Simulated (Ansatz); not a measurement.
CaO:
```xyz
2
Lattice="0.0000 2.3834 2.3834 2.3834 0.0000 2.3834 2.3834 2.3834 0.0000" Properties=species:S:1:pos:R:3 pbc="T T T"
Ca     0.0000     0.0000     0.0000
O      2.3834     2.3834     2.3834
```

Relaxed with PBEsol.

Q: Decompose the optical modes at the zone centre into irreducible representations, and say which are infrared and Raman allowed.

A: Point group m-3m: Γ_opt = T1u. Infrared: T1u. Raman: none.

Q: Assign frequencies (DFPT, plane-wave PAW PBEsol (Ansatz code); without the LO–TO term).

A: T1u 273 cm⁻¹.

Space group Fm-3m (rock salt). The cell was relaxed with PBEsol under the symmetry of its start. The volume moved by -56 % from the start of the relaxation.

Potentials: the earlier of the program's two PAW sets. The files were generated under PBE; for other functionals the program regenerates the frozen cores, and for LDA and PBEsol the local potential too.
